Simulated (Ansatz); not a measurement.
CaAl$_{2}$O$_{4}$:
```cif
data_Al12Ca6O24
_chemical_formula_sum 'Ca6 Al12 O24'
_space_group_name_H-M_alt 'P63'
_space_group_IT_number 173
_space_group_name_Hall 'P 6c'
_cell_length_a 8.74420
_cell_length_b 8.74420
_cell_length_c 8.09628
_cell_angle_alpha 90.000
_cell_angle_beta 90.000
_cell_angle_gamma 120.000
loop_
_atom_site_label
_atom_site_type_symbol
_atom_site_symmetry_multiplicity
_atom_site_Wyckoff_symbol
_atom_site_fract_x
_atom_site_fract_y
_atom_site_fract_z
_atom_site_occupancy
Ca1 Ca 2 a 0.00000 0.00000 0.23217 1
Ca2 Ca 2 b 0.66667 0.33333 0.23522 1
Ca3 Ca 2 b 0.33333 0.66667 0.30299 1
Al1 Al 6 c 0.02778 0.34192 0.04391 1
Al2 Al 6 c 0.02067 0.33925 0.43715 1
O1 O 6 c 0.41725 0.20812 0.40906 1
O2 O 6 c 0.54545 0.09845 0.01912 1
O3 O 6 c 0.12147 0.38363 0.24133 1
O4 O 6 c 0.22442 0.11341 0.03539 1
```

This is the r²SCAN-relaxed structure.

Q: All from plane-wave PAW r²SCAN (Ansatz code), unless another level is named. Give the formation energy from the elements (no fitted shifts).

A: -3.28 eV/atom.

Q: Next, the electron effective mass?

A: 0.44 mₑ (isotropic).

Q: Predict the HSE06 gap on the r²SCAN cell.

A: 5.99 eV.

Q: Predict the weight of the valence-edge state by species (Voronoi cells).

A: O 96 %, Al 2 %.

Space group P6_3. The first step of the workflow began from a Materials Project structure, measured or hypothetical; the Crystallography Open Database copy checked does not list it. COD files the formula under space group No. 14, so this cell is another polymorph or a model. Its standing as an ambient phase is unchecked. The cell was relaxed with r²SCAN under the symmetry of its start; whether a distortion lowers the energy is not shown. The references are the lowest solids computed at this level, not always the standard phases (solids in place of the gases).

Potentials: the earlier of the program's two PAW sets.
